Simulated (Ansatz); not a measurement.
Relaxed candidate structures of Sr₂H₅Rh:

**A**
```xyz
8
Lattice="-2.6656 2.6656 3.8736 2.6656 -2.6656 3.8736 2.6656 2.6656 -3.8736" Properties=species:S:1:pos:R:3 pbc="T T T"
Sr     0.0000     2.6656     1.9320
Sr     2.6656     0.0000     1.9320
H     -1.4841     1.4841     3.8287
H      1.1816     1.1816    -0.0448
H      1.4841    -1.4841     3.8287
H      1.4841     1.4841     3.8287
H      0.0000     0.0000     1.8582
Rh     0.0000     0.0000     0.0584
```

**B**
```cif
data_H5RhSr2
_chemical_formula_sum 'H5 Rh1 Sr2'
_space_group_name_H-M_alt 'P 1'
_space_group_IT_number 1
_cell_length_a 5.62682
_cell_length_b 5.62682
_cell_length_c 5.62682
_cell_angle_alpha 127.860
_cell_angle_beta 127.860
_cell_angle_gamma 76.851
loop_
_space_group_symop_operation_xyz
  'x, y, z'
loop_
_atom_site_label
_atom_site_type_symbol
_atom_site_fract_x
_atom_site_fract_y
_atom_site_fract_z
_atom_site_occupancy
H1 H 0.00000 0.00000 0.00000 1
H2 H 0.50000 0.00000 0.50000 1
H3 H 0.00000 0.50000 0.50000 1
H4 H 0.30857 0.30857 0.00000 1
H5 H 0.69143 0.69143 0.00000 1
Rh1 Rh 0.50000 0.50000 0.00000 1
Sr1 Sr 0.75000 0.25000 0.50000 1
Sr2 Sr 0.25000 0.75000 0.50000 1
```

**C**
```xyz
8
Lattice="4.4549 -2.0642 0.0000 4.4549 2.0642 0.0000 -3.7005 0.0000 6.1604" Properties=species:S:1:pos:R:3 pbc="T T T"
Sr     1.1019     0.0000     1.4227
H      4.4549     0.0000     0.0000
H     -0.2331     0.0000     3.4148
Sr     4.1074     0.0000     4.7376
H      5.4425     0.0000     2.7456
H      7.3146     0.0000     1.4045
H     -2.1052     0.0000     4.7558
Rh    -1.8502     0.0000     3.0802
```

Task: Rank these by energy per atom (lowest first), as r2SCAN (plane waves to 500 eV, PAW, scalar-relativistic; Ansatz, a first-principles code) gives it.

Result: A (reference, the lowest of the structures calculated here), C (+94 meV/atom), B (+0.65 eV/atom)

Task: Give each candidate's band gap.

Result: No gap: B. A: 0.76 eV (no spin-orbit coupling); C: 1.20 eV (no spin-orbit coupling).

Each run could gain symmetry but not lose that of its start, so entries can be saddle points. From databases, or of a type measured for this composition: I4mm, tI16; the others are generated cells (placed on structure types, drawn at random, substituted or restacked) that were not matched to a known phase here. Static energies at zero pressure. Each cell has its own k-point mesh; energy differences are given only to the digits this allows. No spin polarisation in the result.
